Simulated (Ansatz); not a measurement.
Input file for Ansatz (a first-principles code):

Ansatz 0.2 input:
```yaml
crystal:
  lattice:
    - [0.0, 3.1583286798, 3.1583286798]
    - [3.1583286798, 0.0, 3.1583286798]
    - [3.1583286798, 3.1583286798, 0.0]
  atoms:
    - { symbol: Ta, position: [0.0, 0.0, 0.0] }
    - { symbol: W, position: [0.25, 0.25, 0.25] }
    - { symbol: W, position: [0.75, 0.75, 0.75] }
    - { symbol: W, position: [0.5, 0.5, 0.5] }
kpoints:
  mp_grid: { grid: [11, 11, 11] }
hamiltonian:
  xc: lda
  pseudopotentials: { azcp: { folder: ./paw }, kind: paw }
scf:
  occupations: { method: fermi_dirac, width: 0.1 }
phonons:
  method: dfpt
  response_accuracy: low
  eigenvectors: true
  rigid_motions: translations
```

Output (shortened):

```
zone centre: on kpoints.mp_grid the ground state, and the responses unless they are solved on pairs of k-points, stand on 126 of the mesh's 1331 k-points, …
Pseudopotentials: kind: paw
Pseudopotential: Ta, paw, valence charge 13
Pseudopotential: W, paw, valence charge 14
Functional definition: SPW92
Crystal: 4 atoms, lattice volume = 63.009 Å³
Basis set: ecut = 420 eV, 1243 PW (Γ), exchange–correlation on 60×60×60 points (8 copies of the dense FFT grid, shifted against one another)
Bands: 33, of which v1, the nominal top of the filled ones, is band 28 counted from 1 (27 counted from 0)
Symmetry: 48 space group operations
k-points: 126 of 1331 (irreducible under 8 space group operations, time reversal used)
PAW frozen core: Ta, regenerated for the run's functional, and the local potential with it
PAW frozen core: W, regenerated for the run's functional, and the local potential with it
Initial density: superposition of atomic densities (chi_scale 0.1, normalization cell, long waves kept (reshape's long-wave potential 0.00 eV rms))
Initial wavefunctions: pseudopotential atomic-orbital guess
Eigensolver: davidson
Functional: x = slater, c = lda
SCF iter   1: F=—  HF=-40078.619444 eV  |F-HF|=—  |Δ(HF+E_count)|=         —  Δρ=1.02e-1  dr2=1.36e1  ethr=3.10e-3  ⟨swp⟩=4.5  Hψ=14985  notcnv=0
all-band conjugate gradients solve this SCF's bands
preconditioner: auto → Kerker (q_TF=auto, 2.667 Å⁻¹)
SCF iter   2: F=—  HF=-40076.102754 eV  |F-HF|=—  |Δ(HF+E_count)|=    2.52e0  Δρ=3.48e-2  dr2=8.08e-1  ethr=3.10e-3  ⟨swp⟩=2.8  Hψ=7538  notcnv=0  defer=4
SCF iter   3: F=—  HF=-40075.870157 eV  |F-HF|=—  |Δ(HF+E_count)|=   2.33e-1  Δρ=1.42e-2  dr2=9.98e-2  ethr=1.47e-3  ⟨swp⟩=2.0  Hψ=6209  notcnv=0  defer=4
SCF iter   4: F=—  HF=-40075.835454 eV  |F-HF|=—  |Δ(HF+E_count)|=   3.47e-2  Δρ=1.74e-3  dr2=2.07e-3  ethr=1.81e-4  ⟨swp⟩=2.0  Hψ=6243  notcnv=0  defer=4
SCF iter   5: F=—  HF=-40075.835001 eV  |F-HF|=—  |Δ(HF+E_count)|=   4.53e-4  Δρ=1.71e-4  dr2=2.67e-5  ethr=3.77e-6  ⟨swp⟩=2.0  Hψ=5534  notcnv=0  defer=4
SCF iter   6: F=—  HF=-40075.835001 eV  |F-HF|=—  |Δ(HF+E_count)|=   1.88e-7  Δρ=3.14e-5  dr2=5.07e-7  ethr=4.85e-8  ⟨swp⟩=2.0  Hψ=5660  notcnv=0  defer=4
SCF iter   7: F=—  HF=-40075.835001 eV  |F-HF|=—  |Δ(HF+E_count)|=   7.88e-8  Δρ=5.08e-6  dr2=1.40e-8  ethr=9.21e-10  ⟨swp⟩=2.0  Hψ=5496  notcnv=0  defer=4
SCF iter   8: F=—  HF=-40075.835001 eV  |F-HF|=—  |Δ(HF+E_count)|=   1.97e-9  Δρ=6.38e-7  dr2=2.81e-10  ethr=2.55e-11  ⟨swp⟩=2.0  Hψ=5960  notcnv=0  defer=4
SCF iter   9: F=-40075.835001 eV  HF=-40075.835001 eV  |F-HF|=0.00e0  |Δ(HF+E_count)|=  6.55e-11  Δρ=9.84e-8  dr2=5.07e-12  ethr=1.00e-12  ⟨swp⟩=6.0  Hψ=18526  notcnv=0
SCF 1 converged in 9 iterations: F = -40075.835001 eV  dr2 = 5.07e-12
DFPT response loops at Γ: preconditioner auto → Kerker (q_TF=auto, 2.667 Å⁻¹) (partly filled bands, converged f_vac=0.000) …
SCF converged after 9 iterations
Free energy (F): -40075.835001 eV
Harris-Foulkes:  -40075.835001 eV  (|F-HF|=0.00e0)
Internal energy: -40075.783124 eV  (E = F + TS)
E sigma→0 (E₀):  -40075.809063 eV
Entropy (-TS):   -0.051877 eV (-12.969 meV/atom)
Fermi energy:    21.761737 eV
--- Per-component energies (eV) ---
  E_band       = -330.502408
  E_kinetic    = 1667.487900
  E_local      = -2113.486036  (includes V_loc(G=0)·N_el)
  E_nonlocal   = -64.291835
  E_hartree    = 861.665088
  E_xc         = -1119.116078
  E_vxc        = -932.338475  (∫ρ·V_xc dr)
  E_paw        = -33032.067920  (= ΣΔE_a)
  E_vpaw       = -611.204737  (= ΣTr[D̂ρ^β])
  E_aug_tail   = 0.000536  (compensation charges beyond the density's cutoff)
  E_ewald      = -6277.083524
  E_core_change = 1.108745  (= ΣΔE_core)
  E_smearing   = -0.051877  (= −TS)
  E_closure    = 0.000000  (closes the sum)
  Σ components = -40075.835001   (vs F -40075.835001, Δ=0.00e0)
  [band-id]    e_kinetic+e_local+e_nonlocal+2·e_hartree+e_vxc+e_vpaw+e_augmentation_tail = -330.502471   (vs E_band -330.502408, Δ=-6.34e-5)
--- Band table (eV; the first three rows and the last of 126) ---
  k-point 0: bands = ["-51.9318", "-51.6982", "-51.6912", "-45.3651", "-16.3607", "-16.3607", "-16.3607", "-16.0813", "-16.0813", "-16.0813", "-15.6877", "-15.6877", "-15.6877", "-11.9388", "-11.9388", "-11.9388", "12.6328", "16.3528", "16.3528", "19.3568", "19.3568", "19.3568", "19.4194", "19.4194", "19.4194", "21.1910", "21.1910", "21.1910", "24.5081", "24.5081", "25.4442", "25.4442", "26.4473"]
  k-point 1: bands = ["-51.9299", "-51.6987", "-51.6925", "-45.3652", "-16.3735", "-16.3712", "-16.3712", "-16.0740", "-16.0740", "-16.0616", "-15.6931", "-15.6849", "-15.6849", "-11.9414", "-11.9378", "-11.9378", "12.7883", "16.4572", "16.4572", "18.7994", "19.1521", "19.1521", "19.6193", "19.6193", "19.6709", "21.1195", "21.1195", "21.3578", "24.4399", "24.4399", "25.4140", "25.4140", "26.3729"]
  k-point 2: bands = ["-51.9246", "-51.7005", "-51.6960", "-45.3656", "-16.4007", "-16.3964", "-16.3964", "-16.0579", "-16.0579", "-16.0069", "-15.7179", "-15.6770", "-15.6770", "-11.9468", "-11.9351", "-11.9351", "13.2361", "16.7620", "16.7620", "18.2252", "18.9768", "18.9768", "19.4419", "19.7698", "19.7698", "20.8949", "20.8949", "21.8637", "24.3092", "24.3092", "24.7008", "25.3226", "25.3226"]
  k-point 125: bands = ["-51.8963", "-51.7129", "-51.7116", "-45.3676", "-16.5823", "-16.4555", "-16.3934", "-16.1621", "-15.8632", "-15.8522", "-15.7271", "-15.7132", "-15.6482", "-11.9469", "-11.9358", "-11.9042", "16.3310", "16.7302", "16.7743", "16.8652", "19.3600", "19.6716", "19.7329", "19.8206", "20.1707", "20.2506", "20.4253", "20.7331", "23.1502", "23.3363", "23.3989", "23.8507", "25.7452"]
  band table: 33 of 33 bands, residual norms ≤ 1.0e-3 eV
--- Phonons (Γ-DFPT): 3 representative perturbations + reference, on 126 of 1331 k-points (Σ response iterations 8) ---
  k mesh reduced under 8 symmetry operations, with k and −k counted as one. Each operation leaves every solved displacement unchanged or reverses it
  ASR residual: 1.372e-3 → 0.000e0 eV/Å²; symmetrization residual: 6.284e-4 eV/Å²
  ASR residual per site (eV/Å²): 1.37e-3 5.43e-4 5.43e-4 9.62e-4
  Γ frequencies (cm⁻¹): 0.00 0.00 0.00 179.28 179.28 179.28 179.59 179.59 179.59 206.58 206.58 206.58
  non-analytic LO–TO correction: not included (Born effective charges unavailable; polar crystals: no LO–TO splitting at Γ)
```

Cost: very roughly 90 core-seconds on shared cores.

Space group Fm-3m. The first step of the workflow began from a Materials Project structure, measured or hypothetical; the Crystallography Open Database copy checked does not list it. With Ta and W taken as one species the cell has the higher symmetry Im-3m, so it may be an ordered model of a mixed-site phase. Its standing as an ambient phase is unchecked. The LDA relaxation kept the symmetry of its start; of distortions, only those at the zone centre were tested. The run is not spin-polarised. As this level gives no gap, phonon frequencies hold no LO–TO term and depend on the k-mesh and smearing (Fermi–Dirac, 0.1 eV here). Spin–orbit coupling is left out wherever it is not named.

Potentials: the earlier of the program's two PAW sets.

Ansatz is a plane-wave DFT program.
